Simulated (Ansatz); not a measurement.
HgTe:
```xyz
2
Lattice="0.0000 3.3254 3.3254 3.3254 0.0000 3.3254 3.3254 3.3254 0.0000" Properties=species:S:1:pos:R:3 pbc="T T T"
Hg     0.0000     0.0000     0.0000
Te     4.9880     4.9880     4.9880
```

Relaxed with PBE. Special points in fractions of this cell's reciprocal vectors: Γ (0.000, 0.000, 0.000); X (0.500, 0.000, 0.500); U (0.625, 0.250, 0.625); K (0.375, 0.375, 0.750); L (0.500, 0.500, 0.500); W (0.500, 0.250, 0.750).

Task: List the band energies nearest the Fermi level at these points for PBE (plane waves, PAW; program Ansatz).

Result: In eV from the Fermi level; about four levels below and three above (degenerate sets whole), none deeper than 8.9 eV; points with the same levels are listed once.

```tsv
k	below	above
Γ	-0.94 -0.02 -0.02 -0.02	4.37 4.37 4.37
X	-6.11 -4.99 -1.94 -1.94	1.90 2.70 7.89
U	-6.04 -5.00 -2.50 -1.61	2.22 4.02 6.98
L	-6.22 -4.96 -0.84 -0.84	0.69 5.11 5.11
W	-5.98 -5.04 -2.25 -2.21	2.88 4.68 5.24
```

Space group F-43m (zinc blende). Symmetry was held in the PBE relaxation. The Fermi level of a semimetal is unsure by some 0.05 eV on such meshes. Spin–orbit coupling is left out wherever it is not named.

Potentials: the earlier of the program's two PAW sets.
